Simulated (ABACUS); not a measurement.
Input and output of a self-consistent single point for TePb2Se (R-3m, 4 atoms in the cell; from Materials Project mp-1217291, changed as shown) (ABACUS).

All values come from this method and carry its errors: LDA (PW92), numerical atomic orbitals SZP (confined pseudo-atomic orbitals with Gaussian additions; energy shift 0.01 Ry), PseudoDojo 0.4 standard norm-conserving LDA (tails mended) pseudopotentials (ABACUS).

The change in words: lattice scaled by 0.98. Reference geometry (R-3m):
```
CELL_PARAMETERS angstrom
      2.20957     1.27570     7.21250
     -2.20957     1.27570     7.21250
      0.00000    -2.55140     7.21250
ATOMIC_POSITIONS crystal
  Te 0.50000 0.50000 0.50000
  Pb 0.74470 0.74470 0.74470
  Pb 0.25530 0.25530 0.25530
  Se 0.00000 0.00000 0.00000
```

Reference input (self-consistent single point, DFT, LDA (PW92), numerical atomic orbitals SZP (confined pseudo-atomic orbitals with Gaussian additions; energy shift 0.01 Ry), PseudoDojo 0.4 standard norm-conserving LDA (tails mended) pseudopotentials): basis = SZP numerical atomic orbitals, energy shift 0.01 Ry; KPT = Gamma 6 6 6 0 0 0; basis_type = lcao; dft_functional = PWLDA; ecutwfc = 100 Ry; smearing_method = fd; smearing_sigma = 0.00146997 Ry; potentials = PseudoDojo 0.4 standard norm-conserving LDA (tails mended); symmetry = 1; symmetry_prec = 1e-05; ks_solver = genelpa; scf_nmax = 100. This run's input differs from it in these lines:

```diff
@@ -33,8 +33,8 @@
 LATTICE_CONSTANT
-14.457309
+14.168163
 
 LATTICE_VECTORS
-   0.2888150085    0.1667474796    0.9427518872
-  -0.2888150085    0.1667474796    0.9427518872
-   0.0000000000   -0.3334949592    0.9427518872
+   0.2888150662    0.1667474722    0.9427518832
+  -0.2888150662    0.1667474722    0.9427518832
+   0.0000000000   -0.3334949443    0.9427518832
 
@@ -46,3 +46,3 @@
 1
-   0.0000000000    0.0000000000   20.4444830146 1 1 1
+   0.0000000000    0.0000000000   20.0355935243 1 1 1
 
@@ -51,4 +51,4 @@
 2
-   0.0000000000   -0.0000000000   30.4498494460 1 1 1
-   0.0000000000    0.0000000000   10.4391165831 1 1 1
+   0.0000000000    0.0000000000   29.8408527104 1 1 1
+   0.0000000000    0.0000000000   10.2303343383 1 1 1
```

The program printed (abridged):

```
 SELF-CONSISTENT
 -------------------------------------------

                  longest orb rcut (Bohr) = 7.6
   longest nonlocal projector rcut (Bohr) = 2.46
                     search radius (Bohr) = 20.1

                          real space grid = [ 96, 96, 96 ]
                                 init_chg = atomic

 LCAO ALGORITHM --------------- ION=   1  ELEC=   1--------------------------------

 Density error is 0.0305021069719
 E_KohnSham     -732.5718016661      -9967.1506967843
 E_Fermi        0.7805901067         10.6204732542

 LCAO ALGORITHM --------------- ION=   1  ELEC=   2--------------------------------

   [... lines left out ...]

   [... 7 blocks of this kind left out ...]

 LCAO ALGORITHM --------------- ION=   1  ELEC=  10--------------------------------

 Density error is 1.64692037793e-07
 E_KohnSham     -732.5760632050      -9967.2086779963
 E_Fermi        0.7883446744         10.7259795603

 LCAO ALGORITHM --------------- ION=   1  ELEC=  11--------------------------------

 Density error is 1.20689595261e-08
 E_KohnSham     -732.5760632050      -9967.2086779961
 E_KS(sigma->0) -732.5760631992      -9967.2086779170
 E_entropy(-TS) -0.0000000116        -0.0000001582
 E_Fermi        0.7883447172         10.7259801418
 charge density convergence is achieved
 final etot is -9967.208678 eV
 EFERMI = 10.725980142 eV

 STATE ENERGY(eV) AND OCCUPATIONS    NSPIN == 1
   [... 37 lines left out ...]

 TOTAL-FORCE (eV/Angstrom)
                       Te1         0.0000000000         0.0000000000         0.0000000000
                       Pb1         0.0000000000         0.0000000000        -0.0975915004
                       Pb2         0.0000000000         0.0000000000         0.0975915004
                       Se1         0.0000000000         0.0000000000         0.0000000000

 TOTAL-STRESS (KBAR)
        23.7903588910         0.0000000000         0.0000000000
        -0.0000000000        23.7903543397        -0.0000000008
         0.0000000000        -0.0000000008        23.7591774938
 TOTAL-PRESSURE: 23.779964 KBAR

 --------------------------------------------
 !FINAL_ETOT_IS -9967.2086779961446155 eV
 --------------------------------------------
```

The run converged in 11 iterations. Against the reference run the free energy goes up by 3.2 meV/atom, the pressure goes from -1.60 to 2.38 GPa and the gap on the mesh goes from 0.569 to 0.453 eV.

Spin-orbit coupling is left out, which matters for bands and gaps with elements this heavy. The atom-centred basis is finite, which shifts total energies, pressures and gaps against plane waves. A single-zeta basis is rough, for pressures and forces above all. The structure comes from a collection of computed structures, made at another level of theory; the collection holds predicted forms beside known ones. Its lattice was then scaled.

Cost on one core: around 50 core-seconds (rough).

The atomic orbitals were generated for these runs; they are not ABACUS's published sets and were checked against plane waves on a few crystals only.

“Tails mended”: in these copies of the files the far tail of each local potential was reset to the Coulomb form.
